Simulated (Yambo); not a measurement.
A BSE run in Yambo for K2PtH6 (space group Fm-3m, No. 225) (PBEsol bands; 6×6×6 mesh, 6 valence and 6 conduction bands, static screening with 70 bands and a 3 Ry block, scissor 2.44 eV, Tamm-Dancoff; field along x) gives:

```json
[
 {"state": "1", "energy (eV)": "5.40", "states within 2 meV": "3", "relative strength": "< 0.01", "class": "dark"},
 {"state": "2", "energy (eV)": "5.42", "states within 2 meV": "3", "relative strength": "< 0.01", "class": "dark"},
 {"state": "3", "energy (eV)": "5.74", "states within 2 meV": "3", "relative strength": "< 0.01", "class": "dark"},
 {"state": "4", "energy (eV)": "5.83", "states within 2 meV": "3", "relative strength": "1.00", "class": "strong"},
 {"state": "5", "energy (eV)": "6.08", "states within 2 meV": "3", "relative strength": "< 0.01", "class": "dark"}
]
```

Task: What changes when the window shrinks to 6 valence and 3 conduction bands?

Result: The lowest state goes from 5.403 eV to 5.409 eV, and its distance below the direct gap from 1.059 eV to 1.052 eV. These are vertical excitations (zero momentum); the indirect quasiparticle gap, about 6.31 eV, is smaller than the direct one (6.46 eV on the GW mesh). The scissor comes from a G0W0 run whose convergence isn't established.

Spin-orbit coupling is not included.

Geometry of the Materials Project entry, not relaxed at this level; primitive cell a = 5.7417 Å, b = 5.7417 Å, c = 5.7417 Å, α = 60.00°, β = 60.00°, γ = 60.00°.

The structure is a Materials Project entry; no match was found in the copy of COD used, and its stability was not checked.
